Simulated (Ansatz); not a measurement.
Level of theory: Ansatz, DFT PBE, scalar-relativistic, plane waves, PAW. Settings: cutoff 420 eV, Γ-centred meshes spaced at most about 0.3 Å⁻¹, and about 0.25 Å⁻¹ or finer for metals (2π included), Gaussian smearing. No spin polarisation in the final relaxations.

Temperature and zero-point effects are left out. All come from trial cells, and lower structures may exist.

Problem. Order these relaxed structures of In₂TeH₂ by energy, lowest first, with the energy over the lowest of them.
1.

Space group P4/mmm (No. 123). a = 5.249 Å, b = 5.249 Å, c = 4.125 Å, α = 90.00°, β = 90.00°, γ = 90.00°
| atom | site | symmetry | x | y | z |
| --- | --- | --- | --- | --- | --- |
| In | 2f | mmm. | 0.0000 | 0.5000 | 0.0000 |
| Te | 1d | 4/mmm | 0.5000 | 0.5000 | 0.5000 |
| H | 1c | 4/mmm | 0.5000 | 0.5000 | 0.0000 |
| H | 1b | 4/mmm | 0.0000 | 0.0000 | 0.5000 |

2.

Space group I4/mmm (No. 139). a = 4.521 Å, b = 4.521 Å, c = 9.789 Å, α = 90.00°, β = 90.00°, γ = 90.00°
```csv
atom,site,symmetry,x,y,z
In,4d,-4m2,0.0000,0.5000,0.2500
Te,2a,4/mmm,0.0000,0.0000,0.0000
H,4e,4mm,0.5000,0.5000,0.1910
```

3.

Space group P-3m1 (No. 164). a = 4.535 Å, b = 4.535 Å, c = 6.074 Å, α = 90.00°, β = 90.00°, γ = 120.00°
| atom | site | symmetry | x | y | z |
| --- | --- | --- | --- | --- | --- |
| In | 2d | 3m. | 0.3333 | 0.6667 | 0.2735 |
| Te | 1a | -3m. | 0.0000 | 0.0000 | 0.0000 |
| H | 2d | 3m. | 0.3333 | 0.6667 | 0.5862 |

Solution. 3 (0 meV/atom), 2 (174 meV/atom), 1 (333 meV/atom). Forms: 3 P-3m1; 2 I4/mmm; 1 P4/mmm. Even the lowest lies +0.18 eV/atom against the elements.

No dispersion correction is applied, so the spacing and binding between layers, chains or molecules are poorly described (P-3m1), and this can change margins and order among such cells. Spin–orbit coupling, which can matter for Te, is left out. With hydrogen, zero-point motion can shift such differences by 10 meV/atom or more. Cells relaxed within their symmetry can be saddle points. Some candidate types were left out of the draw beforehand, so a known form may be missing.
